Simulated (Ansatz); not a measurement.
Given:

SiGe:
Space group Pm-3m (No. 221); a = b = c = 3.2159 Å, α = β = γ = 90.00°

```tsv
atom	site	symmetry	x	y	z
Ge	1a	m-3m	0.0000	0.0000	0.0000
Si	1b	m-3m	0.5000	0.5000	0.5000
```

This is the r²SCAN-relaxed structure.

Problem. All from r²SCAN in the plane-wave PAW code Ansatz, unless another level is named. Estimate the electronic character.

Solution. metallic (no gap).

Problem. What about the formation energy from the elements (no fitted shifts)?

Solution. 0.75 eV/atom.

Problem. Next, the density of states at the Fermi level?

Solution. 0.45 states/eV per atom (mean over ±0.08 eV).

Problem. Give the gap with spin–orbit coupling.

Solution. none (metallic).

A made-up cell: these elements were put on the sites of a structure type; neither database checked (COD, Materials Project) lists it. Its standing as an ambient phase is unchecked. The cell was relaxed with r²SCAN under the symmetry of its start. At this level the phase is mechanically unstable. The references are the lowest solids computed at this level, not always the standard phases. Spin–orbit coupling is left out wherever it is not named.

Potentials: the earlier of the program's two PAW sets.
